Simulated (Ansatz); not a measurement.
Zn: energy along a strain

Zn, P6_3/mmc, a = 2.665 Å, c = 4.947 Å (as given, not relaxed at this level: -5.4 GPa). Ansatz: PBEsol, PAW, 420 eV, Γ-centred 24×24×10 mesh on 2 atoms, Gaussian smearing 0.15 eV; no spin polarisation. Cell vectors (Å): 2.665 0.000 0.000; -1.332 2.308 0.000; 0.000 0.000 4.947. The cell is strained by x per cent times the pattern (0 0 0 1 0 0) in the order xx yy zz yz xz xy (engineering shears), with fractional coordinates held. y is the free energy over the start, V0 = 15.211 Å³/atom. Symmetry makes y even in x.

```
x (%) y (meV/atom)
-4.00             ?
-2.00          0.68
 0.00          0.00
 0.50          0.04
 1.00          0.17
 1.50          0.39
 2.50          1.05
 3.00          1.48
 3.50          1.97
```

Task: Fit y = c2 x² + c4 x⁴ to the other rows, get the stiffness along the pattern, and predict the missing energy.

Result: Least squares on the rows shown. y = 0.1749 x² − 0.001150 x⁴. The clamped-ion stiffness p·C·p = 2 × 1.749 eV × 160.2 / 15.211 Å³ = 37 GPa, which is C44 in these axes (second derivative at the start, which stands under stress). At x = -4.00 the fit asked for gives 2.50 meV/atom. The run gave 2.52 meV/atom, so the fit is 0.02 meV/atom too low, a small miss on the scale of the series.